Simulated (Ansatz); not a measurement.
Polymorphs of FeCo, each relaxed with DFT-PBEsol in the program Ansatz with PAW potentials:

A: CsCl type (Pm-3m)
a = b = c = 2.8005 Å, α = β = γ = 90.00°

| atom | site | symmetry | x | y | z |
|---|---|---|---|---|---|
| Fe | 1a | m-3m | 0.0000 | 0.0000 | 0.0000 |
| Co | 1b | m-3m | 0.5000 | 0.5000 | 0.5000 |

B: Fd-3m
a = 5.590 Å, b = 5.590 Å, c = 5.590 Å, α = 90.00°, β = 90.00°, γ = 90.00°

```json
[
 {"atom": "Fe", "site": "8b", "symmetry": "-43m", "x": "0.5000", "y": "0.5000", "z": "0.5000"},
 {"atom": "Co", "site": "8a", "symmetry": "-43m", "x": "0.0000", "y": "0.0000", "z": "0.0000"}
]
```

Problem. Put the candidates in order of energy per atom at 0 K, lowest first, for PBEsol.

Solution. A (+0 meV/atom), B (+56 meV/atom)

Spin orders computed, not proven ground states: A ferromagnetic; B ferromagnetic. Constructed cells (a structure type filled with these elements, in neither database checked): B. Not the usual ambient phase: B. All cells were relaxed under the symmetry of their starts (and spin orders); stability against distortions was not tested throughout.

Energies hold the estimated change up to a 700 eV cutoff; steps of a few meV lie near the error of the meshes.

Potentials: the later of the program's two PAW sets.
